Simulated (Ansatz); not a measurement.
One crystal and one scan (frozen-phonon scan) at two levels, PBE (plane waves to 420 eV, PAW, scalar-relativistic; Ansatz, a first-principles code) and r2SCAN (plane waves to 500 eV, PAW, scalar-relativistic; Ansatz), each from its own relaxed cell and on its own mesh. The cell shown is that of PBE.

Starting cell, Sc (hcp, Mg type):

```
Sc
1.0
    6.63885     0.00000     0.00000
   -1.65971     2.87471     0.00000
    0.00000     0.00000     5.16637
Sc
4
Direct
  0.16667   0.66667   0.75000
  0.66667   0.66667   0.75000
  0.33333   0.33333   0.25000
  0.83333   0.33333   0.25000
```

The atoms are displaced by Q × the pattern below (from a DFPT mode at M = (0.5, 0.0, 0.0), largest move 1; Q in Å), at fixed cell. (q is in reciprocal vectors of the primitive cell; the cell shown is doubled to hold the pattern.)

```tsv
atom	x	y	z
Sc1	0.000	0.000	1.000
Sc2	0.000	0.000	-1.000
Sc3	0.000	0.000	1.000
Sc4	0.000	0.000	-1.000
```

Sc is run without spin polarisation. Sc was relaxed with its symmetry unable to fall. With partly filled bands, energies and forces of such displacements shift with the k mesh and the smearing. Percentages come from the unrounded values.

Results of PBE:

| Item | Result |
|---|---|
| Lattice constant a (Å) | 3.319 |
| Lattice constant c (Å) | 5.166 |
| Relaxed volume (Å³/atom) | 24.65 |
| Harmonic wavenumber from the curvature (finite differences) (cm⁻¹ (negative: imaginary)) | 136 |
| Shape of the curve | a single well with its minimum at or next to zero displacement |

Task: Estimate the r2SCAN values.

Result: 
| quantity | r2SCAN | PBE − r2SCAN |
|---|---|---|
| Lattice constant a (Å) | 3.329 | -0.010 (-0.3 %) |
| Lattice constant c (Å) | 5.192 | -0.026 (-0.5 %) |
| Relaxed volume (Å³/atom) | 24.92 | -0.27 (-1.1 %) |
| Harmonic wavenumber from the curvature (finite differences) (cm⁻¹ (negative: imaginary)) | 134 | +2 (+1 %) |

PBE gives the lower value for: lattice constant a; lattice constant c; relaxed volume. They agree on: harmonic wavenumber from the curvature (within 1.5 %). Both give the same shape of the curve: a single well with its minimum at or next to zero displacement. Neither level is exact: the differences show how much the result hangs on the functional.

(For displaced atoms, the force is minus the slope of the energy, and its curvature is a force constant, which sets phonon frequencies.)
